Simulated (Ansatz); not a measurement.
Hf$_{2}$Mg$_{2}$Pb$_{2}$S$_{3}$: reading a single point

```yaml
crystal:
  lattice:
    - [1.93212, 3.34653, 0.00000]
    - [-1.93212, 3.34653, 0.00000]
    - [0.00000, 0.00000, 15.37673]
  atoms:
    - { symbol: Mg, position: [0.00000, 0.00000, 0.19477] }
    - { symbol: Mg, position: [0.00000, 0.00000, 0.80523] }
    - { symbol: Pb, position: [0.33333, 0.33333, 0.60123] }
    - { symbol: Pb, position: [0.66667, 0.66667, 0.39877] }
    - { symbol: Hf, position: [0.33333, 0.33333, 0.91060] }
    - { symbol: Hf, position: [0.66667, 0.66667, 0.08940] }
    - { symbol: S, position: [0.33333, 0.33333, 0.29817] }
    - { symbol: S, position: [0.66667, 0.66667, 0.70183] }
    - { symbol: S, position: [0.00000, 0.00000, 0.50000] }
```

The numbers come from plane-wave PAW DFT (Ansatz): PBE, no spin polarisation, 420 eV, 10×10×3 Γ-centred k points, fermi-dirac occupations (width 0.1 eV). Nothing was relaxed.

(1) What is the formation energy?

(2) Describe some of the short contacts.

(3) Which atom feels the largest force, and which way?

(4) Is there a gap?

Origin: a known structure type with other elements, at an estimated volume, so it need not be a known compound. Caveats: many states at the Fermi level without spin polarisation, so a magnetic state may lie lower; atoms or cell far from equilibrium.

## Answers

(1) 0.31 eV an atom against the elements' usual phases (free molecules for gases, crystals otherwise, with no correction for O₂ or N₂), so at this geometry it isn't bound against them. Relaxing would lower it.

(2) Pb–S at 2.71 Å: least valence density 0.34 e/Å³ and ELF 0.29 there. Mg–S at 2.74 Å: least valence density 0.14 e/Å³ and ELF 0.07 there. Mg–Hf at 2.76 Å: least valence density 0.20 e/Å³ and ELF 0.20 there. These are pseudo-fields; inside the PAW spheres they differ from the all-electron ones.

(3) The largest is on Hf5 (and as large on other atoms): 4.69 eV/Å, components (0.00, 0.00, 4.69). It makes 126° with the line to a nearest neighbour, Mg2 at 2.76 Å.

(4) It is a metal, with about 4.8 states/eV a cell as the mean within 0.25 eV of the Fermi level, mostly Hf d (67 %).
